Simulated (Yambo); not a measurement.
Quantum ESPRESSO input (PBEsol, PseudoDojo standard norm-conserving files, scalar-relativistic) whose wavefunctions are converted with p2y:

```
&CONTROL
  calculation = 'nscf'
  pseudo_dir = './pseudo'
  outdir = './out'
/
&SYSTEM
  ibrav = 0
  nat = 2
  ntyp = 2
  ecutwfc = 56.6
  ecutrho = 226.4
  occupations = 'fixed'
  force_symmorphic = .true.
  nbnd = 149
/
&ELECTRONS
  conv_thr = 2e-09
  diago_full_acc = .true.
  diago_thr_init = 1e-08
/
ATOMIC_SPECIES
S 32.0600 S.upf
Ba 137.3270 Ba.upf
CELL_PARAMETERS angstrom
  0.000000000000   3.164657340000   3.164657340000
  3.164657340000   0.000000000000   3.164657340000
  3.164657340000   3.164657340000   0.000000000000
ATOMIC_POSITIONS crystal
S   0.500000000000   0.500000000000   0.500000000000
Ba   0.000000000000   0.000000000000   0.000000000000
K_POINTS automatic
4 4 4 0 0 0
```

Yambo's initialisation report on symmetry, reciprocal space, the k grid and the gaps on this mesh:

```
  [02.02] Symmetries
  ==================

  Inversion symmetry    : yes
  Spatial inversion     : yes
  Inversion index       :  25
  K-space Time-reversal : no
  Magnetic symmetries   : no
  Group table correct   : yes
  Symmetries units      :  [cc]

  [02.03] Reciprocal space
  ========================

  nG shells         :  277
  nG charge         :  24693
  nG WFs            :   3803
  nC WFs            :  3119
  G-vecs. in first 27 shells:  [ Number ]
     1    9   15   27   51   59   65   89  113
    137   169   181   229   259   283   307   331   339
    387   411   459   531   537   561   609   645   701
  ...
  Shell energy in first 27 shells:  [ mHa ]
    0.00000      413.942      551.923      1103.85      1517.79      1655.77      2207.69      2621.64      2759.62
    3311.54      3725.48      4415.39      4829.33      4967.31      5519.23      5933.17      6071.15      6623.08
    7037.02      7175.00      7726.92      8140.87      8830.77      9244.71      9382.69      9934.62      10348.6
  ...

  [02.04] K-grid lattice
  ======================

  Compatible Grid is   : 3D
  Base K vectors       :  K_min[ 1 ]  K_min[ 2 ]  K_min[ 3 ]
  K_min[ 1 ] :  0.250000  0.000000  0.000000 [rlu]
  K_min[ 2 ] :  0.000000  0.000000  0.250000 [rlu]
  K_min[ 3 ] : -0.250000 -0.250000 -0.250000 [rlu]
  Grid dimensions      :   4   4   4
  K lattice UC volume  :  0.009061 [a.u.]

  IBZ K-points                                      :   8
  BZ  K-points                                      :   64

  K/Q-points units:
  rlu = crystal or reduced units; cc = cartesian coordinates; iku = interal k-units

  K [1]          [rlu]:  0.000000  0.000000  0.000000
         WF components:  3119
  K [2]          [rlu]:  0.000000  0.000000  0.250000
         WF components:  3065
  K [3]          [rlu]:  0.000000  0.000000 -0.500000
         WF components:  3100
  K [4]          [rlu]:  0.000000  0.250000  0.250000
         WF components:  3066
  K [5]          [rlu]:  0.000000  0.250000 -0.500000
         WF components:  3083
  K [6]          [rlu]:  0.000000  0.250000 -0.250000
         WF components:  3082
  K [7]          [rlu]:  0.000000 -0.500000 -0.500000
         WF components:  3058
  K [8]          [rlu]:  0.250000 -0.500000 -0.250000
         WF components:  3052

  [02.05] Energies & Occupations
  ==============================

  [X] === General ===
  [X] Electronic Temperature                        :  0.000000  0.000000 [eV K]
  [X] Bosonic    Temperature                        :  0.000000  0.000000 [eV K]
  [X] Finite Temperature mode                       : no
  [X] El. density                                   :  0.25241E+24 [cm-3]
  [X] Fermi Level                                   :  5.987355 [eV]

  [X] === Gaps and Widths ===
  [X] Conduction Band Min                           :  2.038466 [eV]
  [X] Valence Band Max                              :  0.000000 [eV]
  [X] Filled Bands                                  :   8
  [X] Empty Bands                                   :    9  149
  [X] Direct Gap                                    :  2.130017 [eV]
  [X] Direct Gap localized at k                     :   7
  [X] Indirect Gap                                  :  2.038466 [eV]
  [X] Indirect Gap between kpts                     :   1   7
  [X] Last valence band width                       :  1.079635 [eV]
  [X] 1st conduction band width                     :  3.421691 [eV]
```
The gaps are PBEsol values on this mesh alone; only operations without fractional translations are kept.

Geometry relaxed with PBEsol.
